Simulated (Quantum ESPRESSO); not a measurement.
Band energies of MoS2 monolayer

```xyz
3
Lattice="3.1410 0.0000 0.0000 -1.5705 2.7202 0.0000 0.0000 0.0000 16.1000" Properties=species:S:1:pos:R:3 pbc="T T T"
S      1.5705     0.9067    -1.5586
S      1.5705     0.9067     1.5586
Mo     0.0000     0.0000     0.0000
```

PBEsol (pw.x of Quantum ESPRESSO, ONCV potentials, no spin-orbit coupling); path ΓMKΓ; energies in eV from the valence-band maximum.

| k (1/Å) | point | band 9 | band 10 | band 11 | band 12 | band 13 | band 14 | band 15 | band 16 |
|---|---|---|---|---|---|---|---|---|---|
| 0.00 | Γ | -2.62 | -1.85 | -1.46 | -1.46 | -0.07 | 2.89 | 2.89 | 3.17 |
| 0.10 |  | -2.58 | -2.05 | -1.51 | -1.31 | -0.08 | 2.84 | 2.95 | 3.07 |
| 0.32 |  | -2.75 | -2.32 | -1.88 | -1.04 | -0.22 | 2.52 | 2.66 | 2.87 |
| 0.42 |  | -3.12 | -2.12 | -2.11 | -1.09 | -0.40 | 2.30 | 2.70 | 2.72 |
| 0.63 |  | -3.86 | -2.61 | -1.61 | -1.42 | -0.88 | 2.24 | 2.42 | 3.15 |
| 0.84 |  | -3.98 | -2.98 | -1.74 | -1.16 | -1.00 | 2.33 | 2.51 | 3.66 |
| 0.94 |  | -4.06 | -3.10 | -1.84 | -1.00 | -0.86 | 2.35 | 2.69 | 3.83 |
| 1.15 | M | -4.16 | -3.20 | -1.92 | -0.88 | -0.65 | 2.40 | 2.91 | 3.95 |
| 1.38 |  | -4.10 | -3.23 | -1.89 | -1.74 | -0.39 | 2.40 | 3.03 | 3.93 |
| 1.49 |  | -4.03 | -3.20 | -2.37 | -1.91 | -0.30 | 2.28 | 3.21 | 3.55 |
| 1.71 |  | -4.04 | -3.45 | -3.01 | -2.11 | -0.07 | 1.90 | 3.10 | 3.63 |
| 1.82 | K | -4.20 | -3.57 | -2.95 | -2.18 | 0.00 | 1.81 | 3.05 | 3.71 |
| 2.01 |  | -3.77 | -3.41 | -3.13 | -1.95 | -0.23 | 2.06 | 3.12 | 3.42 |
| 2.20 |  | -3.62 | -3.37 | -2.81 | -1.53 | -0.60 | 2.27 | 2.88 | 3.12 |
| 2.30 |  | -3.68 | -3.42 | -2.47 | -1.32 | -0.72 | 2.14 | 2.75 | 3.03 |
| 2.49 |  | -3.76 | -3.26 | -1.96 | -1.01 | -0.81 | 1.96 | 2.60 | 2.76 |
| 2.68 |  | -3.18 | -2.60 | -2.04 | -0.89 | -0.51 | 2.18 | 2.57 | 2.61 |
| 2.77 |  | -2.91 | -2.21 | -2.21 | -0.91 | -0.32 | 2.37 | 2.57 | 2.74 |
| 2.96 |  | -2.51 | -2.31 | -1.65 | -1.14 | -0.11 | 2.74 | 2.87 | 3.04 |
| 3.16 | Γ | -2.62 | -1.85 | -1.46 | -1.46 | -0.07 | 2.89 | 2.89 | 3.17 |

The PBEsol gap is direct, 1.81 eV at K. The valence-band maximum lies 5.95 eV below the vacuum level.

Spin-orbit splittings are left out.

Geometry relaxed with PBEsol.
